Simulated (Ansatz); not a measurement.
Total density of states per atom from DFT-r²SCAN in the program Ansatz with PAW potentials, in 0.25 eV bins, energy from the Fermi level:

```
E (eV) | states/eV/atom
    -7.85 | ## 0.23
    -7.60 | ## 0.22
    -7.35 | ####### 0.98
    -7.10 | #### 0.54
    -6.85 | ### 0.41
    -6.60 | #### 0.58
    -6.35 | ####### 0.97
    -6.10 | ########## 1.45
    -5.85 | ################### 2.79
    -5.60 | ################# 2.44
    -5.35 | ################# 2.49
    -5.10 | ################ 2.36
    -4.85 | #################### 2.88
    -4.60 | ############### 2.21
    -4.35 | ##### 0.70
    -4.10 | #### 0.55
    -3.85 | ### 0.37
    -3.60 | ## 0.24
    -3.35 | # 0.19
    -3.10 | # 0.22
    -2.85 | ## 0.24
    -2.60 | ## 0.24
    -2.35 | ## 0.28
    -2.10 | ### 0.40
    -1.85 | #### 0.52
    -1.60 | ### 0.41
    -1.35 | ## 0.27
    -1.10 | ## 0.30
    -0.85 | ### 0.43
    -0.60 | ##### 0.66
    -0.35 | #### 0.51
    -0.10 | ### 0.50
     0.15 | #### 0.54
     0.40 | ##### 0.65
     0.65 | ## 0.24
     0.90 | ### 0.37
     1.15 | #### 0.55
     1.40 | #### 0.54
     1.65 | ############ 1.66
     1.90 | ############################## 4.31
     2.15 | ################### 2.79
     2.40 | ##### 0.69
     2.65 | #### 0.59
     2.90 | ### 0.46
     3.15 | #### 0.58
```

### Question
Which compound is it?
A) Al2Pt, fluorite or antifluorite type
B) LaAl2Ag3, P6/mmm (Al on 2c, La on 1a, Ag on 3g)
C) NbAu2, P6/mmm (Nb on 1a, Au on 2d)
D) LaPt5, P6/mmm (Pt on 2c, Pt on 3g, La on 1a)

### Answer
B, LaAl2Ag3, P6/mmm (Al on 2c, La on 1a, Ag on 3g). Within 0.5 eV of the Fermi level: La 5d 43 %, Al 3p 29 %, Ag 4d 6 %, outside the projected shells 8 %. Projections are on Löwdin-orthogonalised atomic valence shells; empty p or d shells of many metals are not among them.

The workflow started from an entry of the Crystallography Open Database (COD). Whether it is the stable phase at ambient conditions was not checked. The cell was relaxed with r²SCAN under the symmetry of its start; its stability against distortions is not shown here. No spin polarisation was allowed. Spin–orbit coupling is left out wherever it is not named.

Potentials: the later of the program's two PAW sets.
